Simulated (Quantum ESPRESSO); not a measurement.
## Ge6NSi (input and log of a self-consistent run)

A calculation, not a measurement. The program is pw.x of Quantum ESPRESSO 7.5 (plane-wave density functional theory). The cell is made up: 8 atoms on a zincblende/diamond lattice, with randomly drawn elements, strain and displacements, not relaxed. PseudoDojo standard norm-conserving files (v0.5 for PBE, v0.4.1 for LDA and PBEsol) set the functional; there is no spin polarisation, spin-orbit coupling or dispersion term, and the masses in the input are unused placeholders. A spin-polarised start on this cell or one of its family kept no moment.

Input:

```
&control calculation='scf', pseudo_dir='./dojo.nc.sr.pbe.v0_5.standard.upf', outdir='./o', disk_io='low', tprnfor=.true., tstress=.true. /
&system ibrav=0, nat=8, ntyp=3, nbnd=57, ecutwfc=84.00895049, nosym=.true., tot_charge=0,
 occupations='smearing', smearing='fd', degauss=0.0073498644
/
&electrons conv_thr=7.350e-09, electron_maxstep=60, /
ATOMIC_SPECIES
Ge 1.0 Ge.upf
N 1.0 N.upf
Si 1.0 Si.upf
CELL_PARAMETERS angstrom
5.5461 -0.0186 -0.0333
-0.0186 5.6768 0.0113
-0.0333 0.0113 5.5878
ATOMIC_POSITIONS angstrom
Ge 0.1316 0.0763 0.1492
Ge -0.0768 2.9007 2.9233
Ge 2.7269 -0.0996 2.7973
N 2.8098 2.5884 0.1443
Si 1.4977 1.5489 1.2498
Ge 1.4511 4.2228 4.1955
Ge 4.0731 1.5587 3.991
Ge 4.1292 4.0384 1.5151
K_POINTS automatic
6 6 6 1 1 1
```

The log is shortened where brackets say so; the opening notice, blank lines, dates and the lines on written files are dropped, and the path of the files is cut. It prints rydbergs, bohrs and kilobars, and counts compression as positive stress.

```
     Program PWSCF v.7.5
     Parallel version (MPI & OpenMP), running on       4 processor cores
     Number of MPI processes:                 4
     Threads/MPI process:                     1
     [start-up lines left out]
     bravais-lattice index     =            0
     lattice parameter (alat)  =      10.4809  a.u.
     unit-cell volume          =    1187.1531 (a.u.)^3
     number of atoms/cell      =            8
     number of atomic types    =            3
     number of electrons       =        93.00
     number of Kohn-Sham states=           57
     kinetic-energy cutoff     =      84.0090  Ry
     charge density cutoff     =     336.0358  Ry
     scf convergence threshold =      7.3E-09
     mixing beta               =       0.7000
     number of iterations used =            8  plain     mixing
     Exchange-correlation= PBE
                           (   1   4   3   4   0   0   0)
     [axes and pseudopotential details left out]
   Cartesian axes
     site n.     atom                  positions (alat units)
         1        Ge     tau(   1) = (   0.0237278   0.0137571   0.0269012  )
         2        Ge     tau(   2) = (  -0.0138472   0.5230038   0.5270786  )
         3        Ge     tau(   3) = (   0.4916672  -0.0179581   0.5043605  )
         4        N      tau(   4) = (   0.5066143   0.4666953   0.0260177  )
         5        Si     tau(   5) = (   0.2700392   0.2792707   0.2253422  )
         6        Ge     tau(   6) = (   0.2616371   0.7613819   0.7564596  )
         7        Ge     tau(   7) = (   0.7343906   0.2810377   0.7195877  )
         8        Ge     tau(   8) = (   0.7445056   0.7281341   0.2731765  )
     number of k points=   108  Fermi-Dirac smearing, width (Ry)=  0.0073
     Number of k-points >= 100: set verbosity='high' to print them.
     Dense  grid:   123495 G-vectors     FFT dimensions: (  64,  64,  64)
     Estimated max dynamical RAM per process >     543.19 MB
     Estimated total dynamical RAM >       2.03 GB
     Initial potential from superposition of free atoms
     starting charge      92.9944, renormalised to      93.0000
     Starting wfcs are   62 randomized atomic wfcs
     total cpu time spent up to now is       11.1 secs
     per-process dynamical memory:   477.0 Mb
     Self-consistent Calculation
     iteration #  1     ecut=    84.01 Ry     beta= 0.70
     Davidson diagonalization with overlap
     ethr =  1.00E-02,  avg # of iterations =  3.2
     Threshold (ethr) on eigenvalues was too large:
     Diagonalizing with lowered threshold
     Davidson diagonalization with overlap
     ethr =  7.41E-04,  avg # of iterations =  2.1
     total cpu time spent up to now is       65.6 secs
     total energy              =   -1100.39777499 Ry
     estimated scf accuracy    <       0.68576185 Ry
     iteration #  2     ecut=    84.01 Ry     beta= 0.70
     Davidson diagonalization with overlap
     ethr =  7.37E-04,  avg # of iterations =  7.3
     total cpu time spent up to now is       95.6 secs
     total energy              =   -1100.10198432 Ry
     estimated scf accuracy    <       5.15525196 Ry
     iteration #  3     ecut=    84.01 Ry     beta= 0.70
     Davidson diagonalization with overlap
     ethr =  7.37E-04,  avg # of iterations =  4.3
     total cpu time spent up to now is      125.5 secs
     total energy              =   -1100.76434312 Ry
     estimated scf accuracy    <       0.04514578 Ry
     iteration #  4     ecut=    84.01 Ry     beta= 0.70
     Davidson diagonalization with overlap
     ethr =  4.85E-05,  avg # of iterations =  5.8
     total cpu time spent up to now is      155.9 secs
     total energy              =   -1100.77299553 Ry
     estimated scf accuracy    <       0.00530136 Ry
     iteration #  5     ecut=    84.01 Ry     beta= 0.70
     Davidson diagonalization with overlap
     ethr =  5.70E-06,  avg # of iterations =  6.5
     total cpu time spent up to now is      185.1 secs
     total energy              =   -1100.77365566 Ry
     estimated scf accuracy    <       0.00079598 Ry
     iteration #  6     ecut=    84.01 Ry     beta= 0.70
     Davidson diagonalization with overlap
     ethr =  8.56E-07,  avg # of iterations =  2.5
     total cpu time spent up to now is      211.2 secs
     total energy              =   -1100.77386196 Ry
     estimated scf accuracy    <       0.00038284 Ry
     iteration #  7     ecut=    84.01 Ry     beta= 0.70
     Davidson diagonalization with overlap
     ethr =  4.12E-07,  avg # of iterations =  2.0
     total cpu time spent up to now is      234.9 secs
     total energy              =   -1100.77393292 Ry
     estimated scf accuracy    <       0.00000635 Ry
     iteration #  8     ecut=    84.01 Ry     beta= 0.70
     Davidson diagonalization with overlap
     ethr =  6.82E-09,  avg # of iterations =  4.0
     total cpu time spent up to now is      265.5 secs
     total energy              =   -1100.77393532 Ry
     estimated scf accuracy    <       0.00000246 Ry
     iteration #  9     ecut=    84.01 Ry     beta= 0.70
     Davidson diagonalization with overlap
     ethr =  2.64E-09,  avg # of iterations =  2.0
     total cpu time spent up to now is      289.2 secs
     total energy              =   -1100.77393588 Ry
     estimated scf accuracy    <       0.00000019 Ry
     iteration # 10     ecut=    84.01 Ry     beta= 0.70
     Davidson diagonalization with overlap
     ethr =  2.09E-10,  avg # of iterations =  2.0
     total cpu time spent up to now is      314.6 secs
     total energy              =   -1100.77393592 Ry
     estimated scf accuracy    <       0.00000001 Ry
     iteration # 11     ecut=    84.01 Ry     beta= 0.70
     Davidson diagonalization with overlap
     ethr =  1.25E-11,  avg # of iterations =  4.0
     total cpu time spent up to now is      342.4 secs
     End of self-consistent calculation
     Number of k-points >= 100: set verbosity='high' to print the bands.
     the Fermi energy is     7.9698 ev
!    total energy              =   -1100.77393593 Ry
     estimated scf accuracy    <          5.2E-09 Ry
     smearing contrib. (-TS)   =      -0.00487628 Ry
     internal energy E=F+TS    =   -1100.76905965 Ry
     The total energy is F=E-TS. E is the sum of the following terms:
     one-electron contribution =    -617.50680457 Ry
     hartree contribution      =     366.84042621 Ry
     xc contribution           =    -270.61601073 Ry
     ewald contribution        =    -579.48667056 Ry
     convergence has been achieved in  11 iterations
     Forces acting on atoms (cartesian axes, Ry/au):
     atom    1 type  1   force =    -0.05653190   -0.03954329   -0.05565444
     atom    2 type  1   force =     0.13053094   -0.01975789   -0.04024822
     atom    3 type  1   force =     0.01093730    0.05201211   -0.05725324
     atom    4 type  2   force =    -0.02558142    0.00418886    0.01518821
     atom    5 type  3   force =     0.07252833    0.05184798    0.01434481
     atom    6 type  1   force =    -0.01904766   -0.01514983    0.09639275
     atom    7 type  1   force =    -0.05512172   -0.09101081    0.13822373
     atom    8 type  1   force =    -0.05771387    0.05741289   -0.11099361
     Total force =     0.318313     Total SCF correction =     0.000441
     Computing stress (Cartesian axis) and pressure
          total   stress  (Ry/bohr**3)                   (kbar)     P=       -7.52
   0.00000711   0.00016012   0.00014307            1.05       23.55       21.05
   0.00016012  -0.00010235  -0.00013158           23.55      -15.06      -19.36
   0.00014307  -0.00013158  -0.00005805           21.05      -19.36       -8.54
     init_run     :     10.48s CPU     10.87s WALL (       1 calls)
     electrons    :    329.88s CPU    331.33s WALL (       1 calls)
     forces       :      3.30s CPU      3.32s WALL (       1 calls)
     stress       :     11.74s CPU     11.75s WALL (       1 calls)
     [timing details left out]
     PWSCF        :   5m55.79s CPU   5m57.82s WALL
     JOB DONE.
```

In other units: free energy -14976.792 eV for the cell, pressure -0.75 GPa, largest force component 3.554 eV/Å. A rerun of a related cell, with the same atoms placed differently, at 1437 eV and a 8 x 8 x 8 mesh moved values by no more than 0.005 eV in energy, 0.02 GPa in stress and 0.011 eV/Å in force.